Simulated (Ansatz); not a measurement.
Relaxed candidate structures of Mg:

A. P6/mmm (No. 191), hP3; a = b = 6.0540 Å, c = 2.9720 Å, α = β = 90.00°, γ = 120.00°; Mg 3g (0.500, 0.500, 0.500)

B. Fd-3m, origin choice 1 (No. 227), cF8, diamond type; a = 6.861 Å, b = 6.861 Å, c = 6.861 Å, α = 90.00°, β = 90.00°, γ = 90.00°; Mg 8a (0.000, 0.000, 0.000)

C. Pa-3 (No. 205), cP8; a = b = c = 5.703 Å, α = β = γ = 90.00°; Mg 8c (0.150, 0.150, 0.150)

D. Im-3m (No. 229), cI2, bcc (W type); a = 3.5583 Å, b = 3.5583 Å, c = 3.5583 Å, α = 90.00°, β = 90.00°, γ = 90.00°; Mg 2a (0.000, 0.000, 0.000)

E. P6₃/mmc (No. 194), hP2, hcp (Mg type); a = 3.1733 Å, b = 3.1733 Å, c = 5.1831 Å, α = 90.00°, β = 90.00°, γ = 120.00°; Mg 2d (0.667, 0.333, 0.250)

Question: Put the candidates in order of energy per atom, lowest first, for r2SCAN (plane waves to 500 eV, PAW, scalar-relativistic; Ansatz, a first-principles code).

Answer: E (reference), D (+0.03 eV/atom), C (+0.07 eV/atom), A (+0.54 eV/atom), B (+0.89 eV/atom)

Probably no minimum, since a slightly shaken restart fell lower: P6/mmm, hP3 (by 0.54 eV/atom, to P6₃/mmc); Pa-3, cP8 (by 0.07 eV/atom, to Cmcm). Each run could gain symmetry but not lose that of its start, so entries can be saddle points. From databases, or of a type measured for this composition: Im-3m, cI2, bcc (W type); P6₃/mmc, hP2, hcp (Mg type); the others are generated cells (placed on structure types, drawn at random, substituted or restacked) that were not matched to a known phase here. Energies are at zero temperature and pressure, without zero-point motion. No spin polarisation in the result.
